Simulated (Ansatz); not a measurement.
TePb:
Space group Fm-3m (No. 225); a = 6.5077 Å, b = 6.5077 Å, c = 6.5077 Å, α = 90.00°, β = 90.00°, γ = 90.00°

| atom | site | symmetry | x | y | z |
|---|---|---|---|---|---|
| Te | 4b | m-3m | 0.5000 | 0.5000 | 0.5000 |
| Pb | 4a | m-3m | 0.0000 | 0.0000 | 0.0000 |
(The calculation used a cell of 2 atoms; values per cell refer to that cell.)

Relaxed with r²SCAN+D4. r²SCAN+D4 (plane waves, PAW; program Ansatz) gives a gap of 1.06 eV.

Q: What gap does HSE06 give on the same cell (Ansatz, PAW)?

A: 1.17 eV, 0.10 eV more. The hybrid was solved on a coarser mesh and at special points; the gap given is the minimum over both.

```tsv
k	v1 r²SCAN+D4	c1 r²SCAN+D4	v1 HSE06	c1 HSE06
Γ	-1.42	4.32	?	?
X	-2.85	3.68	?	?
L	0.00	1.06	0.00	1.17
W	-0.41	1.91	?	?
K	-2.08	3.85	?	?
```

Q: Top valence (v1) and lowest conduction level (c1) in eV from each method's valence maximum (which need not be a listed point): supply the withheld HSE06 values.

A: 
- X, v1 HSE06: -3.05
- X, c1 HSE06: 3.79
- W, v1 HSE06: -0.43
- W, c1 HSE06: 2.13
- K, v1 HSE06: -2.22
- K, c1 HSE06: 4.11
- Γ, v1 HSE06: -1.50
- Γ, c1 HSE06: 4.72

Cost on shared cores: the r²SCAN+D4 run (SCF on a 7×7×7 mesh, then bands and DOS) very roughly 17 core-seconds, the HSE06 run (SCF on 6×6×6, then a few points) very roughly 100 core-seconds; the tasks are unlike.

The cell was relaxed with r²SCAN+D4 under the symmetry of its start. Spin–orbit coupling is left out wherever it is not named.

Potentials: the later of the program's two PAW sets.
